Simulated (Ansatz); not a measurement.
Consider the following.

RbTcO4:
```
CELL_PARAMETERS angstrom
     -2.84187     2.84187     6.26886
      2.84187    -2.84187     6.26886
      2.84187     2.84187    -6.26886
ATOMIC_POSITIONS crystal
  Rb 0.75000 0.25000 0.50000
  Rb 0.00000 0.00000 0.00000
  Tc 0.50000 0.50000 0.00000
  Tc 0.25000 0.75000 0.50000
  O  0.70297 0.79093 0.33795
  O  0.54093 0.70298 0.58796
  O  0.45298 0.36502 0.66205
  O  0.11502 0.95297 0.41204
  O  0.04703 0.45907 0.16205
  O  0.20907 0.54702 0.91204
  O  0.29702 0.88498 0.83795
  O  0.63498 0.29703 0.08796
```

This is the LDA-relaxed structure.

All from LDA (plane waves, PAW; program Ansatz), unless another level is named. Give the band gap.

3.44 eV (direct).

Next, the electron effective mass?

1.6, 1.6, 5.5 mₑ (principal values).

And the valence-band maximum?

at Γ.

Space group I4_1/a. The first step of the workflow began from a Materials Project structure, measured or hypothetical; the Crystallography Open Database copy checked does not list it. Whether it is the stable phase at ambient conditions was not checked. The cell was relaxed with LDA under the symmetry of its start; whether a distortion lowers the energy is not shown. The run is not spin-polarised. Scalar-relativistic: spin–orbit coupling is off unless named, which matters more the heavier the elements.

Potentials: the later of the program's two PAW sets.
